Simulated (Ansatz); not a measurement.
Mg$_{2}$Sc: do energies and stresses tell the same story?

Level of theory: DFT r2SCAN, scalar-relativistic, plane waves, PAW (Ansatz 0.2.0).

Cutoff 500 eV; k points 12×12×8 on the computed 6-atom cell (Γ-centred); Gaussian smearing, width 0.10 eV; no spin polarisation.

Relaxed cell: Cmcm, a = 3.284 Å, b = 16.400 Å, c = 5.171 Å, α = 90.00°, β = 90.00°, γ = 90.00°, 6 atoms in the primitive cell. Whether it is the stable form of this composition wasn't checked.

Energies at zero smearing and pressures from the stress tensor, at volumes with shape and atoms relaxed:
| V (Å³/atom) | E − E(first) (meV/atom) | P (GPa) |
| --- | --- | --- |
| 21.820 | 0.00 | 3.19 |
| 22.516 | -10.04 | 1.48 |
| 23.213 | -13.15 | -0.01 |
| 23.909 | -10.24 | -1.28 |
| 24.605 | -2.13 | -2.40 |

Question: Check P = −dE/dV between neighbouring volumes, and get the bulk modulus from the pressures alone.

Answer: With 1 eV/Å³ = 160.2 GPa:
| middle V (Å³/atom) | −ΔE/ΔV (GPa) | mean P (GPa) |
| --- | --- | --- |
| 22.168 | 2.310 | 2.333 |
| 22.864 | 0.714 | 0.736 |
| 23.561 | -0.669 | -0.644 |
| 24.257 | -1.867 | -1.841 |

The two differ by 0.03 GPa at most. The mean of two end pressures misses the average over a step by about ΔV² P″/12, up to 0.02 GPa here; with that taken off 0.02 GPa remains. Around V = 23.213 Å³/atom, the two neighbours give B = −V ΔP/ΔV = 23.213 × 2.76 / 1.393 = 46.0 GPa, against B0 = 46.0 GPa from the Birch–Murnaghan fit of the energies.